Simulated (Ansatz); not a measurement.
**Question.** Each is relaxed and computed with PBE in the plane-wave PAW code Ansatz. Which is the only metal?
(A) Si2Ni, I4/mcm (Si on 8h, Ni on 4a)
(B) SrCdSiS4, Ama2 (Pearson symbol oS28)
(C) SiO2, P4_2/nmc (Si on 2a, O on 4d)
(D) SiC, P6_422 (Si on 3c, C on 3d)

**Answer.** A, Si2Ni, I4/mcm (Si on 8h, Ni on 4a). Si2Ni: metal; SrCdSiS4: gap 2.70 eV (indirect); SiC: gap 0.87 eV (indirect); SiO2: gap 5.04 eV (indirect). Constructed cells (a structure type filled with these elements, in neither database checked): Si2Ni, I4/mcm (Si on 8h, Ni on 4a); SiO2, P4_2/nmc (Si on 2a, O on 4d). Typed or built starts, not in the databases checked: SiC, P6_422 (Si on 3c, C on 3d). Not the usual ambient phase: Si2Ni, I4/mcm (Si on 8h, Ni on 4a); SiC, P6_422 (Si on 3c, C on 3d); SiO2, P4_2/nmc (Si on 2a, O on 4d). Standing as an ambient phase not checked: SrCdSiS4, Ama2 (Pearson symbol oS28). Began spin-polarised and lost the moments: Si2Ni, I4/mcm (Si on 8h, Ni on 4a). All cells were relaxed under the symmetry of their starts (and spin orders); stability against distortions was not tested throughout. Scalar-relativistic: spin–orbit coupling is off unless named, which matters more the heavier the elements.

Potentials: the later of the program's two PAW sets.
